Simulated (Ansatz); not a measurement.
MoS2:
```xyz
3
Lattice="1.5632 0.9025 5.9911 -1.5632 0.9025 5.9911 0.0000 -1.8050 5.9911" Properties=species:S:1:pos:R:3 pbc="T T T"
Mo     0.0000     0.0000    17.9689
S      0.0000     0.0000     7.5394
S      0.0000     0.0000     4.4355
```

Cartesian axes are those of the cell as given.

Problem. Give the proper piezoelectric stress tensor with relaxed ions from LDA (plane waves, PAW; program Ansatz).

Solution. In C/m², rows x, y, z, Voigt columns; mesh uncertainty up to 0.01.
```
 0.00   0.00   0.00   0.00   0.05   0.62
 0.62  -0.62   0.00   0.05   0.00   0.00
 0.01   0.01   0.16   0.00   0.00   0.00
```

The elastic tensor of the same run (GPa):

```
 245  61.6  16.3   5.0   0.0   0.0
61.6   245  16.3  -5.0   0.0   0.0
16.3  16.3  46.2   0.0   0.0   0.0
 5.0  -5.0   0.0  22.0   0.0   0.0
 0.0   0.0   0.0   0.0  22.0   5.0
 0.0   0.0   0.0   0.0   5.0  91.6
```

Problem. Convert to strain constants d = e·S.

Solution. In pC/N:
```
 0.0   0.0   0.0   0.0   0.7   6.7
 3.4  -3.4   0.0   0.7   0.0   0.0
-0.1  -0.1   3.6   0.0   0.0   0.0
```

Space group R3m. The LDA relaxation kept the symmetry of its start; of distortions, only those at the zone centre were tested. The run is not spin-polarised. A crystal of weakly bound layers computed without a dispersion correction: the cell and the soft elastic constants depend strongly on that.

Potentials: the earlier of the program's two PAW sets.
